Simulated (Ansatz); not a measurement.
## Field gradients of WS2 from run to run

Cell of run 1: an entry of the Crystallography Open Database (COD), atoms as given.

Space group P6_3/mmc (No. 194); a = 3.1532, c = 12.3230 Å, γ = 120.00°.

```
site  Wyckoff  site symmetry       x       y       z
   W       2c           -6m2  0.3333  0.6667  0.2500
   S       4f            3m.  0.3333  0.6667  0.6225
```

One atom of each set is listed.

Relaxed positions (PBE, cell held):

W (0.3333, 0.6667, 0.2500)
S (0.3333, 0.6667, 0.6221)

All runs are DFT with Ansatz 0.2.0 (plane waves and PAW, scalar-relativistic unless spin–orbit coupling is named, Γ-centred meshes, Fermi–Dirac smearing where given) in this cell. Start moments of run 1 as typed (μB): 2 on each W, none on the rest.

Run 1: PBE, parallel start moments, atoms as given; 420 eV, 16×16×4 k-points, smearing 0.02 eV.
Run 2: r2SCAN, parallel start moments, at the relaxed atoms; 500 eV, 16×16×4 k-points, smearing 0.02 eV.
Run 3: PBE with spin–orbit coupling, parallel start moments, at the relaxed atoms; 420 eV, 16×16×4 k-points, smearing 0.02 eV.
Run 4: LDA, parallel start moments, at the relaxed atoms; 420 eV, 16×16×4 k-points, smearing 0.02 eV.
Run 5: PBEsol, parallel start moments, at the relaxed atoms; 420 eV, 16×16×4 k-points, smearing 0.02 eV.

| run | W V_zz (η) | S V_zz (η) |
| --- | --- | --- |
| 1 | -17.26 (0.00) | -4.41 (0.00) |
| 2 | ? | ? |
| 3 | -17.48 (0.00) | -4.16 (0.00) |
| 4 | -17.22 (0.00) | -4.34 (0.00) |
| 5 | -16.96 (0.00) | -4.32 (0.00) |

V_zz in 10²¹ V/m².

(1) Estimate the row of run 2.

## Answers

(1) W: -16.89 (0.00); S: -4.35 (0.00). It lies nearest to run 5, from whose tensors on these sites it differs by 0.06 at most (largest principal value of the difference, on W). Taken one at a time, the functional (between the two that differ most) moves the tensors on these sites by up to 0.37 (largest principal value of the change, on W), spin–orbit coupling by 0.24 (S).

In run 2 the program didn't check the stability of the electronic state in full, so a lower one may lie near. In runs 1, 2, 3, 4, 5 the start moments die out. In runs 2, 4, 5 the atoms aren't at the calculated equilibrium (largest force 0.27, 0.46, 0.26 eV/Å).
